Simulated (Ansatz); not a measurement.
An inverse problem

Cell vectors (Å):

```
0.0000 3.2251 3.2251
3.2251 0.0000 3.2251
3.2251 3.2251 0.0000
```

```tsv
atom	a	b	c
X	0.0000	0.0000	0.0000
Sb	0.7500	0.7500	0.7500
```

The calculation used LDA, PAW on Ansatz 0.2.0's default frozen-core files (fitted under PBE), scalar-relativistic. k mesh 12×12×12, strains of ±0.005, Fermi-Dirac smearing of 0.050 eV.

Elastic constants of a crystal by Kohn-Sham DFT: slopes of the stress over finite engineering strains of the given cell, Voigt indices, Cartesian axes as in the cell vectors.

| index | elastic (GPa) |
| --- | --- |
| 11 | 66.1 |
| 12 | 36.7 |
| 44 | 29.3 |

All X atoms are one element. Which one was computed?

In; the crystal is InSb (F-43m).

Keep in mind: frozen-core PAW files fitted under PBE, their cores solved anew for the functional of the run; the gap is closed or tiny at this level, so small that the run used smearing; responses move with mesh and smearing.
